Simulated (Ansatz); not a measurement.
Consider the following.

Si$_{6}$BAs:
```yaml
crystal:
  lattice:
    - [-2.63177, 2.63177, 5.25363]
    - [2.63177, -2.63177, 5.25363]
    - [2.63177, 2.63177, -5.25363]
  atoms:
    - { symbol: B, position: [0.00000, 0.00000, 0.00000] }
    - { symbol: Si, position: [0.33595, 0.33595, 0.43626] }
    - { symbol: Si, position: [0.75000, 0.25000, 0.50000] }
    - { symbol: Si, position: [0.10032, 0.66405, 0.00000] }
    - { symbol: Si, position: [0.25000, 0.75000, 0.50000] }
    - { symbol: Si, position: [0.66405, 0.10032, 0.00000] }
    - { symbol: As, position: [0.50000, 0.50000, 0.00000] }
    - { symbol: Si, position: [0.89968, 0.89968, 0.56374] }
```

This is the r²SCAN-relaxed structure. Tensor components refer to the Cartesian frame of this cell.

**Question.** All from DFT-r²SCAN in the program Ansatz with PAW potentials, unless another level is named. Predict the Hill bulk and shear moduli.

**Answer.** 103 and 78.4 GPa.

**Question.** What about the elastic constants (relaxed ions, GPa)?

**Answer.** C11 = 183, C12 = 61.9, C13 = 63.4, C33 = 187, C44 = 93.6, C66 = 91.8.

Space group I-42m. The start of the workflow was typed in or built on a structure type; neither database checked (COD, Materials Project) lists it. Whether it is the stable phase at ambient conditions was not checked. Symmetry was held in the r²SCAN relaxation; its stability against distortions is not shown here.

Potentials: the earlier of the program's two PAW sets.
